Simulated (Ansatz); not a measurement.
An Ansatz (an electronic-structure program) input:

Ansatz 0.2 input:
```yaml
crystal:
  lattice:
    - [-2.3486982616, 2.3486982616, 5.7863072321]
    - [2.3486982616, -2.3486982616, 5.7863072321]
    - [2.3486982616, 2.3486982616, -5.7863072321]
  atoms:
    - { symbol: Hg, position: [0.8877141758, 0.8877141758, 0.0] }
    - { symbol: Hg, position: [0.1122858242, 0.1122858242, 0.0] }
    - { symbol: I, position: [0.6498008, 0.6498008, 0.0] }
    - { symbol: I, position: [0.3501992, 0.3501992, 0.0] }
kpoints:
  mp_grid: { grid: [6, 6, 6] }
hamiltonian:
  xc: hse06
  pseudopotentials: { kind: paw }
scf:
  n_extra_bands: 6
  occupations: { method: fixed }
output:
  eigenvalues: true
  eigenstates:
    e_range: [-9.0, 9.4]
    kpoints:
      - [0.200521, -0.200521, 0.200521]  # VBM
      - [0.315104, 0.315104, -0.315104]  # CBM
```

Task: How many symmetry operations and irreducible k-points will the run report?

Result: 16 operations, 30 of 216 k-points.

Task: With a cutoff of 420 eV, how many plane waves at Γ?

Result: 2491.

It took around 11 core-minutes (rough) on shared server cores.

The points marked VBM and CBM come from a semilocal run.

Space group I4/mmm. The workflow started from a Materials Project entry (that database holds measured and hypothetical structures alike); the Crystallography Open Database files this formula in space group No. 139, but the cells were not matched. Its standing as an ambient phase is unchecked. Symmetry was held in the LDA relaxation; whether a distortion lowers the energy is not shown. A crystal of weakly bound molecules computed without a dispersion correction: the cell and the soft elastic constants depend strongly on that. Spin–orbit coupling is left out wherever it is not named.

Potentials: the later of the program's two PAW sets.

Ansatz is a plane-wave DFT program.
